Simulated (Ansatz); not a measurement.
TaRe3:
Space group I4/mmm (No. 139); a = 3.9417 Å, b = 3.9417 Å, c = 7.9050 Å, α = 90.00°, β = 90.00°, γ = 90.00°

```csv
atom,site,symmetry,x,y,z
Re,2b,4/mmm,0.0000,0.0000,0.5000
Re,4d,-4m2,0.0000,0.5000,0.2500
Ta,2a,4/mmm,0.0000,0.0000,0.0000
```
(The calculation used a cell of 4 atoms; values per cell refer to that cell.)

Relaxed with PBEsol.

Task: Decompose the optical modes at the zone centre into irreducible representations, and say which are infrared and Raman allowed.

Result: Point group 4/mmm: Γ_opt = 2A2u + B1g + Eg + 2Eu. Infrared: A2u, Eu. Raman: B1g, Eg.

Task: Assign frequencies (DFPT, plane-wave PAW PBEsol (Ansatz code)).

Result: A2u 102, Eu 106, B1g 122, Eg 135, Eu 184, A2u 229 cm⁻¹.

Subscripts of B labels follow the axes of the standard setting.

The cell is a constructed one: a structure type filled with these elements; neither database checked (COD, Materials Project) lists it. Whether it is the stable phase at ambient conditions was not checked. The cell was relaxed with PBEsol under the symmetry of its start; its stability against distortions is not shown here. No spin polarisation was allowed. As this level gives no gap, phonon frequencies hold no LO–TO term and depend on the k-mesh and smearing (Fermi–Dirac, 0.1 eV here). Axis ratios of metals converge slowly with the k-mesh, so a and c are less sure than the volume. Scalar-relativistic: spin–orbit coupling is off unless named, which matters more the heavier the elements.

Potentials: the earlier of the program's two PAW sets. The files were generated under PBE; for other functionals the program regenerates the frozen cores, and for LDA and PBEsol the local potential too.
